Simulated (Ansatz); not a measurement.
Data:

MgS:
```xyz
4
Lattice="4.0276 0.0000 0.0000 -2.0138 3.4880 0.0000 0.0000 0.0000 6.4202" Properties=species:S:1:pos:R:3 pbc="T T T"
Mg     2.0138     1.1627     3.1871
Mg     0.0000     2.3254     6.3972
S      0.0000     2.3254     2.4305
S      2.0138     1.1627     5.6406
```

This is the PBEsol-relaxed structure. x, y and z are the axes in which the lattice vectors are written.

Q: All from DFT-PBEsol in the program Ansatz with PAW potentials, unless another level is named. Give the bulk modulus (Birch–Murnaghan fit).

A: 57.0 GPa.

Q: Next, the piezoelectric stress constants (proper, relaxed ions, C/m²)?

A: e15 = e24 = -0.19, e31 = e32 = -0.27, e33 = 0.68.

Space group P6_3mc (wurtzite). The first step of the workflow began from a Materials Project structure, measured or hypothetical; the Crystallography Open Database copy checked does not list it. COD files the formula under space group No. 225, so this cell is another polymorph or a model. Its standing as an ambient phase is unchecked. The PBEsol relaxation kept the symmetry of its start; phonons on a q-mesh show no instability.

Potentials: the later of the program's two PAW sets.
